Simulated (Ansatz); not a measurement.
Relaxed CuI (zinc blende):

```
CELL_PARAMETERS angstrom
      0.00000     6.07934     6.07934
      3.03967     0.00000     3.03967
      3.03967     3.03967     0.00000
ATOMIC_POSITIONS crystal
  I  0.37500 0.75000 0.75000
  I  0.87500 0.75000 0.75000
  Cu 0.00000 0.00000 0.00000
  Cu 0.50000 0.00000 0.00000
```

Scan: atom 2 (I, nearest neighbour Cu at 2.632 Å; its periodic images, 4.3 Å or more away, move with it) is displaced along Cartesian x, direction (1.000, 0.000, 0.000) in Cartesian axes, by s. The other atoms stay.

These are PBE (plane waves to 420 eV, PAW, scalar-relativistic; Ansatz, a program for electronic structure) values and carry that method's errors. k mesh 4×8×8 (Γ-centred), Fermi-Dirac smearing 0.05 eV. The energy includes the smearing's −TS. CuI is run without spin polarisation. CuI was relaxed with its symmetry unable to fall. Spin-orbit coupling is left out, though I is heavy. The zero of ΔE is the undisplaced structure.

**Question.** Give the computed ΔE (meV/cell) at s (Å) = -0.156, 0.052, 0.156, 0.208, 0.260.

**Answer.** 
```tsv
s (Å)	ΔE (meV/cell)
-0.156	43.7
0.052	4.9
0.156	44.0
0.208	78.5
0.260	123.0
```

(A displaced cell: forces are minus the slopes of the energy, force constants its curvatures, and phonons follow from these.)
